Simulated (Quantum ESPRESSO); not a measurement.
Cu4Sn2WAg, one run as intended and one with a planted mistake

Computed values, not a measurement. The program is pw.x of Quantum ESPRESSO 7.5 (plane-wave density functional theory). The cell is made up: eight metal atoms on a face-centred cubic lattice, with elements, volume, strain and displacements drawn at random and not relaxed, so it may be unstable or far from any real phase. PseudoDojo standard norm-conserving files set the functional (PBE unless stated); there is no spin polarisation or spin-orbit coupling, the Fermi-Dirac width of 0.25 eV means electrons at about 2900 K, and the masses in the input are unused placeholders. The copper pseudopotential is less sure than most, with forces differing by about three percent and pressure by about two GPa from a second method on plain copper. The tin pseudopotential is less sure than most, with forces differing by about three percent from a second method on plain tin. Heavy elements are run without spin-orbit coupling, which real alloys of them have. A spin test at this wide smearing found no moment, but such smearing suppresses magnetism that the real alloy may have.

Intended input:

```
&control calculation='scf', pseudo_dir='./dojo.nc.sr.pbe.v0_5.standard.upf', outdir='./o', disk_io='minimal', tprnfor=.true., tstress=.true. /
&system ibrav=0, nat=8, ntyp=4, nbnd=79, ecutwfc=92.02030273, nosym=.true., tot_charge=0,
 occupations='smearing', smearing='fd', degauss=0.0183746611
/
&electrons conv_thr=1.470e-08, electron_maxstep=70, mixing_beta=0.5 /
ATOMIC_SPECIES
Ag 1.0 Ag.upf
Cu 1.0 Cu.upf
Sn 1.0 Sn.upf
W 1.0 W.upf
CELL_PARAMETERS angstrom
-0.0584 3.9844 4.0121
3.8957 0.0178 3.9359
3.9778 3.9903 -0.0643
ATOMIC_POSITIONS angstrom
Cu -0.025 0.1906 0.0905
Cu 1.9832 2.0616 -0.1389
Sn 1.9217 -0.0916 2.0187
Cu 3.824 2.028 1.8258
W -0.0169 2.0267 1.9077
Ag 1.8688 3.9835 1.7775
Cu 1.9914 1.9452 3.9386
Sn 3.9002 3.8894 3.8169
K_POINTS automatic
5 5 5 1 1 1
```

The log is shortened where brackets say so; the opening notice, blank lines, dates and the lines on written files are dropped, and the path of the files is cut. It prints rydbergs, bohrs and kilobars, and counts compression as positive stress. Its total energy is the free energy E - TS of the whole cell.

Log of the intended run:

```
     Program PWSCF v.7.5
     Parallel version (MPI & OpenMP), running on       4 processor cores
     Number of MPI processes:                 4
     Threads/MPI process:                     1
     [start-up lines left out]
     bravais-lattice index     =            0
     lattice parameter (alat)  =      10.6859  a.u.
     unit-cell volume          =     852.8549 (a.u.)^3
     number of atoms/cell      =            8
     number of atomic types    =            4
     number of electrons       =       137.00
     number of Kohn-Sham states=           79
     kinetic-energy cutoff     =      92.0203  Ry
     charge density cutoff     =     368.0812  Ry
     scf convergence threshold =      1.5E-08
     mixing beta               =       0.5000
     number of iterations used =            8  plain     mixing
     Exchange-correlation= PBE
                           (   1   4   3   4   0   0   0)
     [axes and pseudopotential details left out]
   Cartesian axes
     site n.     atom                  positions (alat units)
         1        Cu     tau(   1) = (  -0.0044211   0.0337064   0.0160043  )
         2        Cu     tau(   2) = (   0.3507162   0.3645807  -0.0245636  )
         3        Sn     tau(   3) = (   0.3398403  -0.0161989   0.3569941  )
         4        Cu     tau(   4) = (   0.6762498   0.3586388   0.3228810  )
         5        W      tau(   5) = (  -0.0029887   0.3584089   0.3373645  )
         6        Ag     tau(   6) = (   0.3304853   0.7044564   0.3143395  )
         7        Cu     tau(   7) = (   0.3521663   0.3439961   0.6965161  )
         8        Sn     tau(   8) = (   0.6897253   0.6878154   0.6749942  )
     number of k points=    63  Fermi-Dirac smearing, width (Ry)=  0.0184
                       cart. coord. in units 2pi/alat
        k(    1) = (   0.0723502   0.0707440   0.0717391), wk =   0.0320000
        k(    2) = (   0.2120471   0.2126693  -0.0671729), wk =   0.0320000
     [further k points left out]
     Dense  grid:   101731 G-vectors     FFT dimensions: (  72,  64,  72)
     Estimated max dynamical RAM per process >     442.98 MB
     Estimated total dynamical RAM >       1.66 GB
     Initial potential from superposition of free atoms
     starting charge     136.9947, renormalised to     137.0000
     Starting wfcs are   78 randomized atomic wfcs +    1 random wfcs
     total cpu time spent up to now is        6.1 secs
     per-process dynamical memory:   351.0 Mb
     Self-consistent Calculation
     iteration #  1     ecut=    92.02 Ry     beta= 0.50
     Davidson diagonalization with overlap
     ethr =  1.00E-02,  avg # of iterations =  3.0
     total cpu time spent up to now is       22.5 secs
     total energy              =   -2290.95112357 Ry
     estimated scf accuracy    <       4.58765420 Ry
     iteration #  2     ecut=    92.02 Ry     beta= 0.50
     Davidson diagonalization with overlap
     ethr =  3.35E-03,  avg # of iterations =  2.9
     total cpu time spent up to now is       39.3 secs
     total energy              =   -2292.78388393 Ry
     estimated scf accuracy    <      12.23439548 Ry
     [iterations 3 to 12 left out]
     iteration # 13     ecut=    92.02 Ry     beta= 0.50
     Davidson diagonalization with overlap
     ethr =  1.33E-10,  avg # of iterations =  2.0
     total cpu time spent up to now is      204.3 secs
     total energy              =   -2293.63361143 Ry
     estimated scf accuracy    <       0.00000006 Ry
     iteration # 14     ecut=    92.02 Ry     beta= 0.50
     Davidson diagonalization with overlap
     ethr =  4.58E-11,  avg # of iterations =  2.0
     total cpu time spent up to now is      218.1 secs
     End of self-consistent calculation
     [lines on levels left out]
!    total energy              =   -2293.63361144 Ry
     estimated scf accuracy    <          9.6E-09 Ry
     smearing contrib. (-TS)   =      -0.05161636 Ry
     internal energy E=F+TS    =   -2293.58199508 Ry
     The total energy is F=E-TS. E is the sum of the following terms:
     one-electron contribution =   -1178.75671023 Ry
     hartree contribution      =     673.34426184 Ry
     xc contribution           =    -354.49387977 Ry
     ewald contribution        =   -1433.67566692 Ry
     convergence has been achieved in  14 iterations
     Forces acting on atoms (cartesian axes, Ry/au):
     atom    1 type  2   force =     0.01251556   -0.02204511   -0.02545856
     atom    2 type  2   force =     0.01211553   -0.03646481    0.00972828
     atom    3 type  3   force =     0.02597063    0.03131948   -0.05292550
     atom    4 type  2   force =    -0.00051917   -0.01165088   -0.00755649
     atom    5 type  4   force =     0.00607916   -0.03626939    0.04607789
     atom    6 type  1   force =     0.02503494    0.01704925    0.04402746
     atom    7 type  2   force =    -0.01776013    0.01584889   -0.01538972
     atom    8 type  3   force =    -0.06343652    0.04221256    0.00149664
     Total force =     0.143020     Total SCF correction =     0.000373
     Computing stress (Cartesian axis) and pressure
          total   stress  (Ry/bohr**3)                   (kbar)     P=       56.07
   0.00052870   0.00021392  -0.00008727           77.78       31.47      -12.84
   0.00021392   0.00019798   0.00008845           31.47       29.12       13.01
  -0.00008727   0.00008845   0.00041685          -12.84       13.01       61.32
     init_run     :      5.83s CPU      6.04s WALL (       1 calls)
     electrons    :    208.55s CPU    211.97s WALL (       1 calls)
     forces       :      1.80s CPU      1.80s WALL (       1 calls)
     stress       :      6.18s CPU      6.19s WALL (       1 calls)
     [timing details left out]
     PWSCF        :   3m42.46s CPU   3m46.11s WALL
     JOB DONE.
```

A second run has one planted mistake: one atom is of a wrong element. The input lines that differ:

```
- &system ibrav=0, nat=8, ntyp=4, nbnd=79, ecutwfc=92.02030273, nosym=.true., tot_charge=0,
+ &system ibrav=0, nat=8, ntyp=4, nbnd=76, ecutwfc=92.02030273, nosym=.true., tot_charge=0,
- Ag 1.0 Ag.upf
+ Mo 1.0 Mo.upf
- Ag 1.8688 3.9835 1.7775
+ Mo 1.8688 3.9835 1.7775
```

Its log:

```
     Program PWSCF v.7.5
     Parallel version (MPI & OpenMP), running on       4 processor cores
     Number of MPI processes:                 4
     Threads/MPI process:                     1
     [start-up lines left out]
     bravais-lattice index     =            0
     lattice parameter (alat)  =      10.6859  a.u.
     unit-cell volume          =     852.8549 (a.u.)^3
     number of atoms/cell      =            8
     number of atomic types    =            4
     number of electrons       =       132.00
     number of Kohn-Sham states=           76
     kinetic-energy cutoff     =      92.0203  Ry
     charge density cutoff     =     368.0812  Ry
     scf convergence threshold =      1.5E-08
     mixing beta               =       0.5000
     number of iterations used =            8  plain     mixing
     Exchange-correlation= PBE
                           (   1   4   3   4   0   0   0)
     [axes and pseudopotential details left out]
   Cartesian axes
     site n.     atom                  positions (alat units)
         1        Cu     tau(   1) = (  -0.0044211   0.0337064   0.0160043  )
         2        Cu     tau(   2) = (   0.3507162   0.3645807  -0.0245636  )
         3        Sn     tau(   3) = (   0.3398403  -0.0161989   0.3569941  )
         4        Cu     tau(   4) = (   0.6762498   0.3586388   0.3228810  )
         5        W      tau(   5) = (  -0.0029887   0.3584089   0.3373645  )
         6        Mo     tau(   6) = (   0.3304853   0.7044564   0.3143395  )
         7        Cu     tau(   7) = (   0.3521663   0.3439961   0.6965161  )
         8        Sn     tau(   8) = (   0.6897253   0.6878154   0.6749942  )
     number of k points=    63  Fermi-Dirac smearing, width (Ry)=  0.0184
                       cart. coord. in units 2pi/alat
        k(    1) = (   0.0723502   0.0707440   0.0717391), wk =   0.0320000
        k(    2) = (   0.2120471   0.2126693  -0.0671729), wk =   0.0320000
     [further k points left out]
     Dense  grid:   101731 G-vectors     FFT dimensions: (  72,  64,  72)
     Estimated max dynamical RAM per process >     430.67 MB
     Estimated total dynamical RAM >       1.61 GB
     Initial potential from superposition of free atoms
     starting charge     131.9937, renormalised to     132.0000
     Starting wfcs are   78 randomized atomic wfcs
     total cpu time spent up to now is        7.1 secs
     per-process dynamical memory:   340.8 Mb
     Self-consistent Calculation
     iteration #  1     ecut=    92.02 Ry     beta= 0.50
     Davidson diagonalization with overlap
     ethr =  1.00E-02,  avg # of iterations =  4.9
     total cpu time spent up to now is       25.5 secs
     total energy              =   -2120.82553388 Ry
     estimated scf accuracy    <       5.56982034 Ry
     iteration #  2     ecut=    92.02 Ry     beta= 0.50
     Davidson diagonalization with overlap
     ethr =  4.22E-03,  avg # of iterations =  3.0
     total cpu time spent up to now is       42.8 secs
     total energy              =   -2123.11721279 Ry
     estimated scf accuracy    <      14.74311051 Ry
     [iterations 3 to 14 left out]
     iteration # 15     ecut=    92.02 Ry     beta= 0.50
     Davidson diagonalization with overlap
     ethr =  2.57E-10,  avg # of iterations =  2.0
     total cpu time spent up to now is      225.5 secs
     total energy              =   -2124.13476416 Ry
     estimated scf accuracy    <       0.00000004 Ry
     iteration # 16     ecut=    92.02 Ry     beta= 0.50
     Davidson diagonalization with overlap
     ethr =  2.74E-11,  avg # of iterations =  2.0
     total cpu time spent up to now is      237.5 secs
     End of self-consistent calculation
     [lines on levels left out]
!    total energy              =   -2124.13476416 Ry
     estimated scf accuracy    <          1.6E-09 Ry
     smearing contrib. (-TS)   =      -0.07110648 Ry
     internal energy E=F+TS    =   -2124.06365769 Ry
     The total energy is F=E-TS. E is the sum of the following terms:
     one-electron contribution =   -1086.45800273 Ry
     hartree contribution      =     624.38429704 Ry
     xc contribution           =    -328.66339083 Ry
     ewald contribution        =   -1333.32656117 Ry
     convergence has been achieved in  16 iterations
     Forces acting on atoms (cartesian axes, Ry/au):
     atom    1 type  1   force =     0.01360290   -0.02777349   -0.03474198
     atom    2 type  1   force =     0.01171549   -0.03689680    0.01031628
     atom    3 type  3   force =     0.02747234    0.02903845   -0.04508816
     atom    4 type  1   force =     0.00134022   -0.01067642   -0.00852113
     atom    5 type  4   force =     0.02497065   -0.00932968    0.03783885
     atom    6 type  2   force =     0.01998533   -0.00322330    0.07070466
     atom    7 type  1   force =    -0.02193767    0.01812410   -0.02083946
     atom    8 type  3   force =    -0.07714925    0.04073715   -0.00966907
     Total force =     0.155203     Total SCF correction =     0.000177
     Computing stress (Cartesian axis) and pressure
          total   stress  (Ry/bohr**3)                   (kbar)     P=       32.56
   0.00022052  -0.00012833  -0.00013116           32.44      -18.88      -19.29
  -0.00012833  -0.00003295  -0.00002709          -18.88       -4.85       -3.99
  -0.00013116  -0.00002709   0.00047639          -19.29       -3.99       70.08
     init_run     :      6.80s CPU      7.03s WALL (       1 calls)
     electrons    :    226.50s CPU    230.38s WALL (       1 calls)
     forces       :      1.71s CPU      1.72s WALL (       1 calls)
     stress       :      5.85s CPU      5.86s WALL (       1 calls)
     [timing details left out]
     PWSCF        :   4m 0.94s CPU   4m 5.06s WALL
     JOB DONE.
```

|  | intended run | run with the mistake |
| --- | --- | --- |
| free energy (eV) | -31206.475 | -28900.326 |
| entropy term -TS, part of it (eV) | -0.702 | -0.967 |
| pressure (GPa) | 5.61 | 3.26 |
| size of the largest force component (eV/Å) | 1.631 | 1.984 |
| largest change of a force component (eV/Å) |  | 0.693 |
| iterations | 14 | 16 |

For scale, a rerun of the intended cell at a higher cutoff and on a denser mesh moved values by no more than 0.009 eV in energy, 0.08 GPa in stress and 0.007 eV/Å in force, and a second program with other atomic files agreed on that cell to 2 % rms in force and 0.5 GPa in pressure. Files of another functional or element have another zero of energy, so the energy change says nothing on stability. The number of bands, nbnd, was set by rule from the electron count, so it follows the mistake.